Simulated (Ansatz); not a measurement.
An Ansatz input:

```yaml
crystal:
  lattice:
    - [2.9852186764, 0.0, 0.0]
    - [-1.4926093382, 2.5852752096, 0.0]
    - [0.0, 0.0, 9.2804562161]
  atoms:
    - { symbol: Ga, position: [0.0, 0.0, 1.0] }
    - { symbol: Ga, position: [0.0, 0.0, 0.5] }
    - { symbol: Ga, position: [0.3333333333, 0.6666666667, 0.25] }
    - { symbol: Ga, position: [0.6666666667, 0.3333333333, 0.75] }
hamiltonian:
  xc: r2scan
  pseudopotentials:
    kind: paw
    azcp:
      Ga: "pseudopotentials/Ga.paw.azcp"
basis:
  ecutwfc: 500
  fft_grid_basis: typed
kpoints:
  mp_grid: { grid: [16, 16, 5], shift: [0, 0, 0] }
magnetization:
  spin_polarized: false
scf:
  occupations: { method: fermi_dirac, width: 0.1 }
```

Terminal output

```
Engine: ansatz 0.2.0, x86_64-unknown-linux-gnu
Pseudopotentials: kind: paw
Pseudopotential: Ga, paw, valence charge 13, recommended cutoff 500 eV (meta_gga) 
Functional definition: r2SCAN
  parameter k0 = 0.174
  parameter k1 = 0.065
  parameter a1 = 4.9479
  exchange = r2scan_x(k0 = k0, k1 = k1, a1 = a1)
  correlation = r2scan_c
Crystal: 4 atoms, lattice volume = 71.623 Å³
Basis set: ecut = 500 eV, 1845 PW (Γ), exchange–correlation on 96×96×288 points (64 copies of the dense FFT grid, shifted against one another)
Bands: 30, of which v1, the nominal top of the filled ones, is band 26 counted from 1 (25 counted from 0)
Symmetry: 24 space group operations
Space group: P63/mmc (ITA 194), of the structure as read, at distance tolerance 4.2e-5 Å
k-points: 90 of 1280
Non-local potential: Ga, projectors of the file, l = 0: 2, l = 1: 2, l = 2: 3, l = 3: 1
PAW form: soft (Blöchl's): semilocal exchange-correlation on the pseudo side does not see the compensation charge
PAW frozen core: Ga, regenerated for the run's functional (the file was generated under x = pbe(κ = 0.804, μ = 0.2195149727645171), c = pbe(β = 0.06672455060314922))
PAW one-centre angular grid: Ga, 590 points (default); XC on 160 Gauss nodes
Initial density: superposition of atomic densities (neutral atoms: chi_scale 0, normalization atom), corrected by the library's trained network
Initial wavefunctions: pseudopotential atomic-orbital guess
Functional: x = r2scan, c = r2scan; τ floored in thin density (d = 2e-4 eV/Å³)
SCF iter   1: F=—  HF=-15160.488563 eV  |F-HF|=—  |Δ(HF+E_count)|=         —  Δρ=1.21e-2  dr2=3.83e-2  dr2_τ=1.91e-3  ethr=1.77e-3  ⟨swp⟩=5.3  Hψ=21512  notcnv=0  defer=10
automatic band count: the SCF goes on with 34 bands, as 30 were too few: the levels above may hold too much charge
SCF iter   2: F=—  HF=-15160.504938 eV  |F-HF|=—  |Δ(HF+E_count)|=   1.64e-2  Δρ=3.30e-3  dr2=2.76e-3  dr2_τ=1.14e-4  ethr=7.37e-5  ⟨swp⟩=2.0  Hψ=6735  notcnv=0  defer=105
SCF iter   3: F=—  HF=-15160.505081 eV  |F-HF|=—  |Δ(HF+E_count)|=   1.43e-4  Δρ=2.74e-3  dr2=2.05e-3  dr2_τ=1.05e-5  ethr=5.30e-6  ⟨swp⟩=2.0  Hψ=4864  notcnv=0  defer=105
SCF iter   4: F=—  HF=-15160.505425 eV  |F-HF|=—  |Δ(HF+E_count)|=   3.44e-4  Δρ=9.56e-4  dr2=3.04e-4  dr2_τ=1.49e-6  ethr=3.94e-6  ⟨swp⟩=2.0  Hψ=3500  notcnv=0  defer=105
SCF iter   5: F=—  HF=-15160.505573 eV  |F-HF|=—  |Δ(HF+E_count)|=   1.48e-4  Δρ=2.63e-4  dr2=2.75e-5  dr2_τ=8.93e-8  ethr=5.84e-7  ⟨swp⟩=2.0  Hψ=3506  notcnv=0  defer=105
SCF iter   6: F=—  HF=-15160.505593 eV  |F-HF|=—  |Δ(HF+E_count)|=   2.01e-5  Δρ=5.17e-5  dr2=1.35e-6  dr2_τ=1.04e-8  ethr=5.29e-8  ⟨swp⟩=2.3  Hψ=5333  notcnv=0  defer=105
SCF iter   7: F=—  HF=-15160.505593 eV  |F-HF|=—  |Δ(HF+E_count)|=   2.21e-7  Δρ=1.54e-5  dr2=1.39e-7  dr2_τ=1.08e-9  ethr=2.60e-9  ⟨swp⟩=2.0  Hψ=5323  notcnv=0  defer=105
SCF iter   8: F=-15160.505593 eV  HF=-15160.505593 eV  |F-HF|=2.73e-8  |Δ(HF+E_count)|=   3.46e-7  Δρ=6.14e-6  dr2=2.41e-8  dr2_τ=1.43e-10  ethr=1.92e-10  ⟨swp⟩=3.0  Hψ=7989  notcnv=0
SCF 1 converged in 8 iterations: F = -15160.505593 eV  dr2 = 2.41e-8
SCF converged after 8 iterations
Free energy (F): -15160.505593 eV
Harris-Foulkes:  -15160.505593 eV  (|F-HF|=2.73e-8)
Internal energy: -15160.457789 eV  (E = F + TS)
E sigma→0 (E₀):  -15160.481691 eV
Entropy (-TS):   -0.047804 eV (-11.951 meV/atom)
Fermi energy:    10.396175 eV
--- Per-component energies (eV) ---
  E_band       = -136.168060
  E_kinetic    = 457.796900
  E_local      = -6990.413067  (includes V_loc(G=0)·N_el)
  E_nonlocal   = 1697.500582
  E_hartree    = 3301.116006
  E_xc         = -250.326908
  E_vxc        = -240.387454  (∫ρ·V_xc dr)
  E_paw        = -8002.057775  (= ΣΔE_a)
  E_vpaw       = -1676.462166  (= ΣTr[D̂ρ^β])
  E_aug_tail   = -0.000162  (compensation charges beyond the density's cutoff)
  E_vtau       = 13.571486  (kinetic-family band-sum trace: ∫τ·v_τ [+ j·A + Jᵃ·Aᵃ] dr)
  E_ewald      = -5371.461086
  E_core_change = -2.612279  (= ΣΔE_core)
  E_smearing   = -0.047804  (= −TS)
  E_closure    = -0.000000  (closes the sum)
  Σ components = -15160.505593   (vs F -15160.505593, Δ=0.00e0)
```

Launched by

```sh
ansatz run input.yaml --threads 1 --pin off --max-ram 3584MiB --backend cpu --events-out ev --progress --plain --runs-dir out
```

On 1 thread of Intel(R) Xeon(R) Platinum 8259CL CPU @ 2.50GHz (Skylake/Cascade Lake) (shared host) this took about 28 s of wall time and 28 s of CPU time.
